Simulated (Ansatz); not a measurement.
Relaxation of a generated trial cell of Si2Mo in the AFLOW prototype AB2_cP12_205_a_c (C2, as in FeS2); 12 atoms in the cell, which starts as Pa-3 (No. 205), cP12; a = b = c = 5.5151 Å, α = β = γ = 90.00°. These are r2SCAN (plane waves to 500 eV, PAW, scalar-relativistic; Ansatz, a first-principles code) values and carry that method's errors. Γ-centred k-mesh 4×4×4 on the run's cell (coarser than for final values), Fermi–Dirac smearing 0.05 eV. This is the first round of the run. 

The optimiser's lines from the output (shortened; P is positive under compression):

```
relax step   1: F+E_penalty+E_count = -24964.27305862 eV  Δ(F+E_penalty+E_count) = +0.000e0 eV  max|allowed force component| = 5.834e-1 eV/Å  Δτ_max = 0.0000 Å  P = +49.083 GPa  Ω = 167.750 Å³  (8 SCF iters, dr2 threshold 1.00e-7 eV, accepted)
relax step   2: F+E_penalty+E_count = -24969.40104104 eV  Δ(F+E_penalty+E_count) = -5.128e0 eV  max|allowed force component| = 3.283e-1 eV/Å  Δτ_max = 0.0018 Å  P = +17.671 GPa  Ω = 193.531 Å³  (8 SCF iters, dr2 threshold 1.20e-6 eV, accepted)
relax step   3: F+E_penalty+E_count = -24970.61109907 eV  Δ(F+E_penalty+E_count) = -1.210e0 eV  max|allowed force component| = 1.605e-1 eV/Å  Δτ_max = 0.0117 Å  P = +4.009 GPa  Ω = 211.602 Å³  (8 SCF iters, dr2 threshold 1.20e-6 eV, accepted)
relax step   4: F+E_penalty+E_count = -24970.71519700 eV  Δ(F+E_penalty+E_count) = -1.041e-1 eV  max|allowed force component| = 8.467e-2 eV/Å  Δτ_max = 0.0124 Å  P = +0.535 GPa  Ω = 217.542 Å³  (7 SCF iters, dr2 threshold 1.20e-6 eV, accepted)
relax step   5: F+E_penalty+E_count = -24970.73105425 eV  Δ(F+E_penalty+E_count) = -1.586e-2 eV  max|allowed force component| = 2.181e-3 eV/Å  Δτ_max = 0.0239 Å  P = -0.031 GPa  Ω = 218.521 Å³  (6 SCF iters, dr2 threshold 7.16e-7 eV, accepted)
relax step   6: F+E_penalty+E_count = -24970.73108693 eV  Δ(F+E_penalty+E_count) = -3.267e-5 eV  max|allowed force component| = 1.705e-4 eV/Å  Δτ_max = 0.0009 Å  P = +0.009 GPa  Ω = 218.443 Å³  (6 SCF iters, dr2 threshold 2.45e-9 eV, accepted)
relax step   7: F+E_penalty+E_count = -24970.73984092 eV  Δ(F+E_penalty+E_count) = -8.754e-3 eV  max|allowed force component| = 1.548e-4 eV/Å  Δτ_max = 0.0000 Å  P = +0.001 GPa  Ω = 218.443 Å³  stress off target by 1.46e-3 GPa  SCF on the basis re-selected at this cell (its energy is not comparable with the rows above)  (8 SCF iters)
```

From the first to the last row the energy changes by -0.54 eV/atom and the volume by +30.2 %. The last row is marked as not comparable with the walk above it, whose basis was carried along; it does compare with step 1, since both stand on a basis selected at the nominal cutoff for their own cell.

Later rounds, restarted from the end of this one on a renewed k-mesh, logged 6 more steps and released under 0.01 eV/atom more. The final structure after all rounds: Pa-3 (No. 205), cP12, AFLOW prototype AB2_cP12_205_a_c (C2, as in FeS2); a = 6.020 Å, b = 6.020 Å, c = 6.020 Å, α = 90.00°, β = 90.00°, γ = 90.00°. Between re-selections the logged energies stand on a plane-wave basis carried along with the cell. No spin polarisation in the result. A magnetic state may lie lower.

The run could not lose the symmetry of its start: the end is stationary, and may be a saddle point rather than a minimum.

The relaxed structure here is a generated cell of Si2Mo: the first start was made by placing the elements on the sites of a structure type, and the end was not matched to a known phase here, so it may be hypothetical. Known forms of Si2Mo include space group No. 139.
